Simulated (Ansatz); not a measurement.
Stability checks on a candidate for Sn₃PbS₄

The structure comes from a generated guess, relaxed at this level; another structure or a mixture of phases may lie lower.

Computed with DFT PBE, scalar-relativistic, plane waves, PAW in Ansatz 0.2.0. Plane waves to 420 eV, an 8×8×4 mesh through Γ for the 8-atom cell and 0.01 eV Gaussian smearing; no spin polarisation.

```yaml
crystal:
  lattice:
    - [4.16693, 0.00000, 0.00000]
    - [0.00000, 4.16693, 0.00000]
    - [0.00000, 0.00000, 11.78445]
  atoms:
    - { symbol: Sn, position: [0.00000, 0.00000, 0.75201] }
    - { symbol: Sn, position: [0.50000, 0.50000, 0.00000] }
    - { symbol: Sn, position: [0.00000, 0.00000, 0.24799] }
    - { symbol: Pb, position: [0.50000, 0.50000, 0.50000] }
    - { symbol: S, position: [0.00000, 0.00000, 0.00000] }
    - { symbol: S, position: [0.50000, 0.50000, 0.24565] }
    - { symbol: S, position: [0.00000, 0.00000, 0.50000] }
    - { symbol: S, position: [0.50000, 0.50000, 0.75435] }
```

Formation energies are uncorrected and refer to the elements' standard structures at the same level. The references include grey tin.

**Question.** These tests were run: energy against the elements; phonons on a 2×2×1 q mesh. What do they show?

**Answer.**

```tsv
test	result
energy against the elements	−0.443 eV/atom
phonons on a 2×2×1 q mesh	imaginary modes down to 99i cm⁻¹
```

It fails one test: phonons on a 2×2×1 q mesh. So it isn't even a local minimum.

Spin–orbit coupling, which can matter for Pb, is left out. The reference form of S is held partly by dispersion forces, which this level lacks. The run for the phonons used an 8×8×4 k mesh.
